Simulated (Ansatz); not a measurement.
HfCd:
```xyz
4
Lattice="3.0532 0.0000 0.0000 0.0000 3.0532 0.0000 0.0000 0.0000 9.1415" Properties=species:S:1:pos:R:3 pbc="T T T"
Hf     0.0000     1.5266     8.0547
Hf     1.5266     0.0000     1.0868
Cd     0.0000     1.5266     3.4557
Cd     1.5266     0.0000     5.6859
```

Relaxed with r²SCAN. Special points in fractions of this cell's reciprocal vectors: Γ (0.000, 0.000, 0.000); X (0.000, 0.500, 0.000); M (0.500, 0.500, 0.000); Z (0.000, 0.000, 0.500); R (0.000, 0.500, 0.500); A (0.500, 0.500, 0.500).

Q: List the band energies nearest the Fermi level at these points for DFT-r²SCAN in the program Ansatz with PAW potentials.

A: In eV from the Fermi level; about four levels below and three above (degenerate sets whole), none deeper than 8.9 eV; points with the same levels are listed once.

| k | below | above |
|---|---|---|
| Γ | -6.19 -5.95 -2.53 -1.92 | 0.03 0.04 2.45 2.45 |
| X | -3.23 -3.23 -1.13 -1.13 | 0.38 0.38 2.23 2.23 |
| M | -2.98 -2.98 -1.85 -1.85 | 0.76 0.76 1.01 1.01 |
| Z | -4.12 -3.11 -1.92 -0.60 | 0.03 2.49 2.49 |
| R | -2.45 -2.45 -1.87 -1.87 | 0.39 0.39 2.23 2.23 |
| A | -1.54 -1.54 -0.51 -0.51 | 2.27 2.27 2.74 2.74 |

Space group P4/nmm. The first step of the workflow began from a Materials Project structure, measured or hypothetical; the Crystallography Open Database copy checked does not list it. With Hf and Cd taken as one species the cell has the higher symmetry Fm-3m, so it may be an ordered model of a mixed-site phase. Whether it is the stable phase at ambient conditions was not checked. The r²SCAN relaxation kept the symmetry of its start; its stability against distortions is not shown here. The run is not spin-polarised. Scalar-relativistic: spin–orbit coupling is off unless named, which matters more the heavier the elements.

Potentials: the later of the program's two PAW sets.
